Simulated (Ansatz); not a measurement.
Input:

Ge3Mo5:
```xyz
16
Lattice="-4.9225 4.9225 2.4802 4.9225 -4.9225 2.4802 4.9225 4.9225 -2.4802" Properties=species:S:1:pos:R:3 pbc="T T T"
Ge     0.0000     0.0000     3.7203
Ge     0.0000     0.0000     1.2401
Ge     3.2694     1.6531     0.0000
Ge     1.6531     3.2694     2.4802
Ge     3.2694    -1.6531     2.4802
Ge     1.6531     6.5756     0.0000
Mo     4.1609     2.6585     2.4802
Mo     0.7616     2.2640     0.0000
Mo    -2.6585     4.1609     2.4802
Mo     7.5811     0.7616     0.0000
Mo    -0.7616     2.2640     2.4802
Mo     5.6841     2.6585     0.0000
Mo     2.2640     0.7616     2.4802
Mo     2.6585     4.1609     0.0000
Mo     0.0000     4.9225     1.2401
Mo     4.9225     0.0000     1.2401
```

This is the r²SCAN-relaxed structure.

### Question
All from r²SCAN (plane waves, PAW; program Ansatz), unless another level is named. Give the electronic character.

### Answer
metallic (no gap).

### Question
Next, the formation energy from the elements (no fitted shifts)?

### Answer
-0.11 eV/atom.

### Question
Next, the density of states at the Fermi level?

### Answer
0.55 states/eV per atom (mean over ±0.08 eV).

Space group I4/mcm. The first step of the workflow began from a Materials Project structure, measured or hypothetical; the Crystallography Open Database copy checked does not list it. Its standing as an ambient phase is unchecked. The r²SCAN relaxation kept the symmetry of its start; whether a distortion lowers the energy is not shown. No spin polarisation was allowed. The references are the lowest solids computed at this level, not always the standard phases. Spin–orbit coupling is left out wherever it is not named.

Potentials: the later of the program's two PAW sets.
